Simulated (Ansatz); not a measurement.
YSi2Os2 in space group I4/mmm (No. 139; Y on 2a, Os on 4d, Si on 4e), PBE in the plane-wave PAW code Ansatz, all energies at zero smearing, with the estimated change up to a 700 eV cutoff added, with one set of potentials and settings (totals compare only within such a set). Cell of 5 atoms (1 Y, 2 Os, 2 Si): -27892.942 eV.

```tsv
element	reference phase	E (eV/atom)
Y	P6_3/mmc, 2 atoms in the cell	-3848.6668
Os	P6_3/mmc, 2 atoms in the cell	-11384.5491
Si	Fd-3m, 2 atoms in the cell	-635.8096
```

Formation energy per atom, worked out: (-27892.942 − 1×(-3848.6668) − 2×(-11384.5491) − 2×(-635.8096))/5 = -0.712 eV/atom (-69 kJ per mol of atoms), at 0 K, without zero-point energy or fitted corrections.

The workflow started from an entry of the Crystallography Open Database (COD). Its standing as an ambient phase is unchecked. The PBE relaxation kept the symmetry of its start; whether a distortion lowers the energy is not shown. No spin polarisation was allowed. The references are the lowest solids computed at this level, not always the standard phases. Scalar-relativistic: spin–orbit coupling is off unless named, which matters more the heavier the elements.

Potentials: the later of the program's two PAW sets.
